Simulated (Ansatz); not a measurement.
# YbN in the zincblende structure

Computed with Ansatz (plane waves, PAW, 420 eV cutoff): PBE+U (U_eff = 6 eV on Yb 4f), scalar-relativistic, collinear spin, Γ-centred 8×8×8 mesh, 0.05 eV Gaussian smearing. The datasets are Ansatz's generated set soft_2.

```
Yb N
1.0
     0.00000    2.58118    2.58118
     2.58118    0.00000    2.58118
     2.58118    2.58118    0.00000
Yb N
1 1
Cartesian
  0.0000 0.0000 0.0000
  1.2906 1.2906 1.2906
```

This is a trial structure; measured cells of the compound in the Crystallography Open Database are in space group Fm-3m (rock salt).

Magnetic state: ferromagnetic, site spin moments Yb 0.98 μB.

The run above is the reference. The same cell was run again with other input settings; several of them aren't fit for production, so the rows show the settings' effect and aren't properties of the material.

| keys changed | outcome | ΔE (meV/atom) | P (GPa) | gap on the mesh (eV) | cell moment (μB) | largest force component (eV/Å) | SCF iterations | rough core-seconds | new warnings |
| --- | --- | --- | --- | --- | --- | --- | --- | --- | --- |
| none (reference) | converged | 0.0 | 0.0 | 1.21 | 1.00 | 0.000 | – | – | – |
| hamiltonian.dispersion: "d3bjatm"; basis.ecutwfc: 420 → "58.8 Ry" | converged | – | -2.4 | 1.21 | 1.00 | 0.000 | 15 | 60 | – |
| basis.xc_grid: 4 | converged | 0.0 | 0.0 | 1.21 | 1.00 | 0.000 | 15 | 26 | – |
| scf.convergence.dr2_threshold: 1e-05; crystal.symmetry: {"detect": false} | converged | 0.0 | 0.0 | 1.21 | 1.00 | 0.000 | 13 | 100 | force scf threshold loose; stress scf threshold loose |

These changes also left energy (to 0.1 meV/atom), pressure, gap, moment and forces as in the reference: accuracy: "medium"; scf.algorithm: "density_mixing" | scf.lower_state_search: "standard".

ΔE is the energy with the smearing extrapolated to zero. It is left out where the change alters the Hamiltonian or the spin treatment. The varied runs start from atomic densities (corrected by the program's trained start where that serves), with the default search for lower states unless a row changes it, while the reference went on from a saved state, so a magnet may end in another state whatever the setting.

(1) What happens with these changes: scf.occupations.width: 0.05 → 0.01; basis.ecutwfc: 420 → "58.8 Ry"?

(2) What happens with these changes: basis.ecutwfc: 420 → "44.1 Ry"; accuracy: "low"?

Answers:

(1) outcome converged, ΔE (meV/atom) -3.2, P (GPa) 0.0, gap on the mesh (eV) 1.21, cell moment (μB) 1.00, largest force component (eV/Å) 0.000, SCF iterations 15, rough core-seconds 50.

(2) outcome converged, ΔE (meV/atom) -2.9, P (GPa) 0.0, gap on the mesh (eV) 1.21, cell moment (μB) 1.00, largest force component (eV/Å) 0.000, SCF iterations 16, rough core-seconds 40.

The pair part of a dispersion correction pulls inward (a three-body part mostly pushes out), and in metals and ionic crystals with large ions it often overbinds.

1 further run (cut off, refused for memory, with changed atoms or starts, or in doubt) is left out.

Of the reference: Open d and f shells can converge to several self-consistent states; this is the one that the run reached. These numbers lack spin–orbit coupling. The order of the orbitals lowers the symmetry, along an axis that is one of several equivalent ones. Site moments are of spin, integrated over atomic spheres.
